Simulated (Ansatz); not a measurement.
**Ansatz run, KZr₂Se₆**

input.yaml (Ansatz 0.2.0)

```yaml
crystal:
  lattice:
    - [0.0, 5.474547, 0.0]
    - [3.997804, 0.0, 0.0]
    - [1.998902, 2.737273, -10.679099]
  atoms:
    - { symbol: Zr, position: [0.32122, 0.82122, 0.35756] }
    - { symbol: Zr, position: [0.67878, 0.17878, 0.64244] }
    - { symbol: K, position: [0.0, 0.0, 0.0] }
    - { symbol: Se, position: [0.22643, 0.22643, 0.54714] }
    - { symbol: Se, position: [0.77357, 0.77357, 0.45286] }
    - { symbol: Se, position: [0.63881, 0.39568, 0.20864] }
    - { symbol: Se, position: [0.15255, 0.39568, 0.20864] }
    - { symbol: Se, position: [0.36119, 0.60432, 0.79136] }
    - { symbol: Se, position: [0.84745, 0.60432, 0.79136] }
  symmetry: { tolerance: 0.0003 }
kpoints:
  mp_grid: { grid: [7, 7, 7], shift: [0, 0, 0] }
  band_path:
    path:
      - [0.0, 0.0, 0.0]
      - [0.0, 0.0, -0.5]
      - [0.0, 0.48248203, -0.25875899]
      - [0.0, 0.51751797, 0.25875899]
      - [0.0, 0.0, 0.0]
      - [0.53285014, 0.0, 0.26642507]
      - [0.46714986, 0.0, -0.26642507]
      - [0.0, 0.0, -0.5]
      - [0.0, 0.0, 0.0]
      - [0.0, 0.5, 0.0]
      - [0.5, 0.5, 0.25]
    npoints: 6
magnetization:
  spin_polarized: false
scf:
  occupations: { method: fermi_dirac }
  lower_state_search: "off"
  max_iter: 200
hamiltonian:
  pseudopotentials: { kind: paw }
  xc: r2scan
basis:
  ecutwfc: 500
  fft_grid_basis: typed
output:
  forces: true
  stress: true
  eigenvalues: true
  bader: true
  populations: true
  elf: true
  write_potential: true
  volumetric_format: npy
  dos:
    e_range: [-12, 8]
    de: 0.05
    projected: { site_lists: { K: [K], Se: [Se], Zr: [Zr] } }
checkpoint:
  read: saved_state
```

The run starts from an earlier solution of this cell. 

Output (shortened):

```
SCF iter   1: F=-42813.1628 eV  Δρ=1.25e-3  dr2=8.08e-3  dr2_τ=6.51e-4
SCF iter   2: F=-42813.1254 eV  Δρ=2.26e-3  dr2=5.62e-2  dr2_τ=1.42e-3  recentre
SCF iter   3: F=-42813.1666 eV  Δρ=6.16e-4  dr2=2.19e-3  dr2_τ=7.10e-5
SCF iter   4: F=-42813.1681 eV  Δρ=8.33e-5  dr2=9.54e-6  dr2_τ=1.70e-6
SCF iter   5: F=-42813.1682 eV  Δρ=2.70e-5  dr2=1.46e-6  dr2_τ=6.91e-8
SCF iter   6: F=-42813.1682 eV  Δρ=9.23e-6  dr2=1.90e-7  dr2_τ=1.91e-8
SCF iter   7: F=-42813.1682 eV  Δρ=3.42e-6  dr2=2.10e-8  dr2_τ=3.24e-9
Free energy (F): -42813.1682 eV
Harris-Foulkes:  -42813.1682 eV  (|F-HF|=2.42e-8)
Internal energy: -42813.1305 eV  (E = F + TS)
E sigma→0 (E₀):  -42813.1494 eV
Entropy (-TS):   -0.0376 eV (-4.180 meV/atom)
Fermi energy:    8.3324 eV
--- Per-component energies (eV) ---
  E_band       = -2768.3097
  E_kinetic    = 1620.5628
  E_local      = -18437.9873  (includes V_loc(G=0)·N_el)
  E_nonlocal   = -3402.8313
  E_hartree    = 8785.7775
  E_xc         = -1034.5296
  E_vxc        = -1240.8557  (∫ρ·V_xc dr)
  E_paw        = -18278.9544  (= ΣΔE_a)
  E_vpaw       = 1054.7988  (= ΣTr[D̂ρ^β])
  E_aug_tail   = -0.0012  (compensation charges beyond the density's cutoff)
  E_vtau       = 66.4522  (kinetic-family band-sum trace: ∫τ·v_τ [+ j·A + Jᵃ·Aᵃ] dr)
  E_ewald      = -12054.0529
  E_core_change = -11.1143  (= ΣΔE_core)
  E_smearing   = -0.0376  (= −TS)
--- Forces (eV/Å), atoms counted from 1 ---
  atom   1  Zr     0.0000     0.0000     0.2336
  atom   2  Zr     0.0000     0.0000    -0.2336
  atom   3  K      0.0000     0.0000     0.0000
  atom   4  Se     0.0000     0.0000     0.7353
  atom   5  Se     0.0000     0.0000    -0.7353
  atom   6  Se     0.0000    -0.4231    -0.5253
  atom   7  Se     0.0000     0.4231    -0.5253
  atom   8  Se     0.0000     0.4231     0.5253
  atom   9  Se     0.0000    -0.4231     0.5253
--- Stress (GPa, compression-positive) ---
       -6.6076       0.0000       0.0000
        0.0000      -3.7964       0.0000
        0.0000       0.0000      -3.1273
  P = ⅓ Tr σ = -4.5104 GPa (-45.104 kbar)
--- Bader charges: 9 sites ---
  site symbol  charge [e]  shift [e]
     0     Zr      2.0279     0.0002
     1     Zr      2.0279     0.0002
     2      K      0.8208     0.0000
     3     Se     -1.0319     0.0001
     4     Se     -1.0319     0.0001
     5     Se     -0.7032     0.0000
     6     Se     -0.7032     0.0000
     7     Se     -0.7032     0.0000
     8     Se     -0.7032     0.0000
```

Origin: a known structure type with other elements, at an estimated volume, so it need not be a known compound. Caveats: odd electron count without spin polarisation, so a magnetic state may lie lower.
